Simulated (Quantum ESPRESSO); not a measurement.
Al3ZnO5F, convergence and cost over cutoff and k mesh

A calculation, not a measurement. The program is pw.x of Quantum ESPRESSO 7.5 (plane-wave density functional theory). The cell is made up: 10 atoms on a corundum lattice, with randomly drawn elements, strain and displacements, not relaxed. PseudoDojo standard norm-conserving files (v0.5 for PBE, v0.4.1 for LDA and PBEsol) set the functional; there is no spin polarisation, spin-orbit coupling or dispersion term, and the masses in the input are unused placeholders.

Input of the run in row 4:

```
&control calculation='scf', pseudo_dir='./dojo.nc.sr.pbe.v0_5.standard.upf', outdir='./o', disk_io='low', tprnfor=.true., tstress=.true. /
&system ibrav=0, nat=10, ntyp=4, nbnd=39, ecutwfc=84.00895049, nosym=.true., tot_charge=0,
 occupations='smearing', smearing='fd', degauss=0.0018374661
/
&electrons conv_thr=7.350e-09, electron_maxstep=60, /
ATOMIC_SPECIES
Al 1.0 Al.upf
F 1.0 F.upf
O 1.0 O.upf
Zn 1.0 Zn.upf
CELL_PARAMETERS angstrom
2.4739 1.4283 4.4987
-2.4739 1.4283 4.4987
0.0 -2.8567 4.4987
ATOMIC_POSITIONS angstrom
Al -0.0058 -0.0336 4.9846
Al -0.0114 0.0805 1.9413
Zn -0.0613 -0.0512 8.6554
Al -0.0621 -0.0094 11.434
O -0.8634 1.3979 8.0327
F -0.8317 -1.6656 7.8348
O 1.7846 0.1156 7.824
O 1.0406 -1.5822 5.7001
O 0.6717 1.5403 5.6123
O -1.7875 -0.168 5.6701
K_POINTS automatic
5 5 5 1 1 1
```

The same cell was run at these settings. Meshes are shifted by half a step, and differences are from the last row, which is itself not exact.

| cutoff (eV) | k mesh | k points solved | threshold (eV) | free energy less the last row's (eV) | pressure (GPa) | largest stress difference (GPa) | largest force difference (eV/Å) | iterations | wall time (s) | k-point pools | processor |
| --- | --- | --- | --- | --- | --- | --- | --- | --- | --- | --- | --- |
| 800 | 2 x 2 x 2 | 4 | 1e-04 | 2.252 | -30.75 | 31.84 | 0.108 | 8 | 9 | 4 | Intel Xeon, 2023 or later |
| 1143 | 1 x 1 x 1 | 1 | 1e-07 | -1.313 | -2.00 | 4.32 | 0.689 | 11 | 14 | 4 | Intel Xeon, 2023 or later |
| 630 | 5 x 5 x 5 | 63 | 1e-07 | 23.321 | -194.76 | 196.11 | 0.376 | 11 | 38 | 4 | Intel Xeon, 2023 or later |
| 1143 | 5 x 5 x 5 | 63 | 1e-07 | 0.003 | 0.83 | 0.02 | 0.000 | 11 | 86 | 4 | Intel Xeon, 2023 or later |
| 1437 | 7 x 7 x 7 | 172 | 1e-07 | 0.000 | 0.85 | 0.00 | 0.000 | 11 | 370 | 4 | Intel Xeon, 2023 or later |

Each pool is one process. Wall times include start-up and a band step at six k points, which weighs most on the coarsest meshes. The runs were on shared virtual cores whose load varied, so times are rough.